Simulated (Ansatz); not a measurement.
## V4GaSe8, a database entry at a rescaled volume

```yaml
crystal:
  lattice:
    - [0.00000, 5.02465, 5.02465]
    - [5.02465, 0.00000, 5.02465]
    - [5.02465, 5.02465, 0.00000]
  atoms:
    - { symbol: Ga, position: [0.00000, 0.00000, 0.00000] }
    - { symbol: V, position: [0.60340, 0.60340, 0.60340] }
    - { symbol: V, position: [0.18980, 0.60340, 0.60340] }
    - { symbol: V, position: [0.60340, 0.60340, 0.18980] }
    - { symbol: V, position: [0.60340, 0.18980, 0.60340] }
    - { symbol: Se, position: [0.36780, 0.36780, 0.36780] }
    - { symbol: Se, position: [0.89660, 0.36780, 0.36780] }
    - { symbol: Se, position: [0.36780, 0.36780, 0.89660] }
    - { symbol: Se, position: [0.36780, 0.89660, 0.36780] }
    - { symbol: Se, position: [0.86370, 0.86370, 0.86370] }
    - { symbol: Se, position: [0.40890, 0.86370, 0.86370] }
    - { symbol: Se, position: [0.86370, 0.86370, 0.40890] }
    - { symbol: Se, position: [0.86370, 0.40890, 0.86370] }
```

The numbers come from plane-wave PAW DFT (Ansatz): r2SCAN, no spin polarisation, 500 eV, 6×6×6 Γ-centred k points, methfessel-paxton occupations (width 0.1688 eV). Nothing was relaxed. The cell carries a charge of +1 e on a uniform background.

- Electronic structure: Counting bands on this mesh leaves a gap of 0.16 eV, but it is narrow, so a finer mesh and a narrower smearing would have to settle it.
- Forces: The largest is on Se11 (and as large on other atoms): 0.33 eV/Å, components (-0.19, 0.19, 0.19). It makes 180° with the line to a nearest neighbour, Ga1 at 2.37 Å, pointing away from it.
- Charges: Bader charges in e: V +1.40, Ga +1.11, Se -0.73 to -0.70. In the mean V gives up most and Se takes most.
- Contacts: Ga–Se at 2.37 Å: least valence density 0.54 e/Å³ and ELF 0.55 there. V–Se at 2.40 Å: least valence density 0.51 e/Å³ and ELF 0.30 there. These are pseudo-fields; inside the PAW spheres they differ from the all-electron ones.

Origin: a database entry at a rescaled volume. Caveats: no spin polarisation, so a magnetic state may lie lower; charged cell with a uniform background; wide smearing; the gap is not wide against the smearing.
